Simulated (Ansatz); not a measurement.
SiPb: structures and their energies

4 relaxations of SiPb ended in 4 distinct structures. Method: PBEsol (plane waves to 420 eV, PAW, scalar-relativistic; Ansatz, a first-principles code).

| # | space group | Pearson | type | E − E(lowest) (eV/atom) | V (Å³/atom) | coordination | runs ending here |
|---|---|---|---|---|---|---|---|
| 1 | F-43m | cF8 | zinc blende type | 0.00 | 29.60 | Pb 4 (tetrahedral), Si 4 (tetrahedral) | 1 |
| 2 | P6₃mc | hP12 | – | 0.01 | 29.54 | – | 1 |
| 3 | P6₃mc | hP8 | – | 0.01 | 29.51 | – | 1 |
| 4 | Fm-3m | cF8 | rock salt type | 0.03 | 23.95 | Si 6 (octahedral), Pb 6 (octahedral) | 1 |

Coordination numbers (neighbours up to the widest gap in distance over summed covalent radii, below 1.35; n+m marks a second, longer set; metal–metal contacts left out). All are gapless at this level. F-43m, cF8, zinc blende type is the lowest among the structures calculated here, level within the accuracy with P6₃mc, hP12; P6₃mc, hP8.

```cif
data_Pb4Si4
_chemical_formula_sum 'Pb4 Si4'
_space_group_name_H-M_alt 'F-43m'
_space_group_IT_number 216
_space_group_name_Hall 'F -4 2 3'
_cell_length_a 6.18686
_cell_length_b 6.18686
_cell_length_c 6.18686
_cell_angle_alpha 90.000
_cell_angle_beta 90.000
_cell_angle_gamma 90.000
loop_
_atom_site_label
_atom_site_type_symbol
_atom_site_symmetry_multiplicity
_atom_site_Wyckoff_symbol
_atom_site_fract_x
_atom_site_fract_y
_atom_site_fract_z
_atom_site_occupancy
Pb1 Pb 4 d 0.75000 0.75000 0.75000 1
Si1 Si 4 a 0.00000 0.00000 0.00000 1
```
(The calculation used a cell of 2 atoms; values per cell refer to that cell.)

Each run could gain symmetry but not lose that of its start, so entries can be saddle points. All of these are generated cells (placed on structure types, drawn at random, substituted or restacked) that were not matched to a known phase here. The real structure of this composition may not be among these, and whether this composition forms is not checked here. Static energies at zero pressure. The runs use different k-meshes, so differences are rounded accordingly. No spin polarisation in the result.
